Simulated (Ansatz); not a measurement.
Input and command of a calculation in Ansatz (plane waves; scalar-relativistic PAW potentials unless the input names others):

```yaml
crystal:
  lattice:
    - [0.0, 3.309631168, 3.309631168]
    - [3.309631168, 0.0, 3.309631168]
    - [3.309631168, 3.309631168, 0.0]
  atoms:
    - { symbol: Cd, position: [0.0, 0.0, 0.0] }
    - { symbol: Te, position: [0.75, 0.75, 0.75] }
basis:
  ecutwfc: 420
kpoints:
  mp_grid: { grid: [8, 8, 8] }
hamiltonian:
  xc: pbe
  dispersion: d3bjatm
scf:
  occupations: { method: gaussian, width: 0.02 }
output:
  forces: true
  eigenvalues: true
  stress: true
```

```bash
ansatz run input.yaml --threads 4 --pin off --max-ram 8192MiB --backend cpu --events-out ev --progress --plain --runs-dir out
```

Abridged log:
```
Basis set: ecut = 420 eV, 1411 PW (Γ), exchange–correlation on 64×64×64 points (8 copies of the dense FFT grid, shifted against one another)
Bands: 22, of which v1, the nominal top of the filled ones, is band 18 counted from 1 (17 counted from 0)
Symmetry: 24 space group operations
k-points: 29 of 512 (time reversal used)
SCF iter   1: F=—  HF=-15235.944028 eV  |F-HF|=—  |Δ(HF+E_count)|=         —  Δρ=1.47e-3  dr2=4.01e-3  ethr=1.77e-3  ⟨swp⟩=6.3  Hψ=3045  notcnv=0
SCF iter   2: F=—  HF=-15235.943177 eV  |F-HF|=—  |Δ(HF+E_count)|=   8.51e-4  Δρ=5.43e-4  dr2=2.20e-4  ethr=1.12e-5  ⟨swp⟩=2.8  Hψ=1289  notcnv=0
SCF iter   3: F=—  HF=-15235.943237 eV  |F-HF|=—  |Δ(HF+E_count)|=   6.01e-5  Δρ=1.96e-4  dr2=2.97e-5  ethr=6.12e-7  ⟨swp⟩=3.0  Hψ=1230  notcnv=0
SCF iter   4: F=—  HF=-15235.943284 eV  |F-HF|=—  |Δ(HF+E_count)|=   4.70e-5  Δρ=8.82e-5  dr2=8.14e-6  ethr=8.24e-8  ⟨swp⟩=2.4  Hψ=1023  notcnv=0
SCF iter   5: F=—  HF=-15235.943300 eV  |F-HF|=—  |Δ(HF+E_count)|=   1.54e-5  Δρ=2.47e-5  dr2=5.35e-7  ethr=2.26e-8  ⟨swp⟩=2.0  Hψ=899  notcnv=0
SCF iter   6: F=-15235.943302 eV  HF=-15235.943302 eV  |F-HF|=4.41e-8  |Δ(HF+E_count)|=   2.20e-6  Δρ=3.22e-6  dr2=9.35e-9  ethr=2.78e-10  ⟨swp⟩=6.9  Hψ=2921  notcnv=0
SCF 1 converged in 6 iterations: F = -15235.943302 eV  dr2 = 9.35e-9
SCF converged after 6 iterations
Free energy (F): -15235.943302 eV
Harris-Foulkes:  -15235.943302 eV  (|F-HF|=4.41e-8)
Internal energy: -15235.943302 eV  (E = F + TS)
E sigma→0 (E₀):  -15235.943302 eV
Fermi energy:    6.888223 eV
  E_disp       = -0.604609  (pairwise vdW)
--- Forces (eV/Å), atoms counted from 1 ---
  atom   1  Cd     0.00000000     0.00000000     0.00000000
  atom   2  Te     0.00000000     0.00000000     0.00000000
--- Stress (GPa, compression-positive) ---
       -1.534638       0.000000       0.000000
        0.000000      -1.534638       0.000000
        0.000000       0.000000      -1.534638
  P = ⅓ Tr σ = -1.5346 GPa (-15.346 kbar)
```

Apart from outputs, empty bands and the relaxation, which only the reference makes, the input differs from a reference run on usual settings in kpoints.mp_grid.grid: [10, 10, 10] → [8, 8, 8]; hamiltonian.dispersion: not typed → "d3bjatm". The reference, at the same geometry, ended its own course with pressure -0.02 GPa, largest force 0.000 eV/Å, gap on the mesh 0.58 eV. This run converged in 6 SCF iterations with an energy at zero smearing 302 meV/atom below the reference's (the Hamiltonian itself differs), pressure -1.53 GPa, largest force 0.000 eV/Å, gap on the mesh 0.58 eV. Its k mesh is looser than usual. The Hamiltonian differs as well, so the change in the result can't be put down to that alone.

Time: 1.9 s on 4 threads of Intel(R) Xeon(R) Processor @ 2.70GHz, with other jobs on the host, peak memory 0.42 GiB.